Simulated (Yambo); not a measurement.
```xyz
2
Lattice="0.0000 3.3420 3.3420 3.3420 0.0000 3.3420 3.3420 3.3420 0.0000" Properties=species:S:1:pos:R:3 pbc="T T T"
Br     3.3420     3.3420     3.3420
Tl     0.0000     0.0000     0.0000
```

TlBr (rock salt, space group Fm-3m, No. 225): G0W0@LDA in Yambo (4×4×4 Γ-centred k mesh, 134 bands and a 8 Ry block in the screening, 134 bands in G with the Bruneval-Gonze terminator, plasmon pole fitted at 27.2 eV) on wavefunctions from Quantum ESPRESSO. With the symmetry operations that carry no fractional translation, the mesh has 8 irreducible k points, and the gap L → L is 3.431 eV.

Question: What changes when point-group symmetry is switched off and time reversal alone is kept?

Answer: The mesh then has 36 irreducible points. The exact result doesn't change; the run gives 3.427 eV, and the difference is numerical residue, whose source wasn't traced. Rough time against the symmetric run: about 4× for the empty bands, about 3× for Yambo (2 states against 4).

Spin-orbit coupling is not included.

Geometry of the Materials Project entry, not relaxed at this level.

This is not the ordinary phase of the substance; no match was found in the copy of COD used, and its stability was not checked.
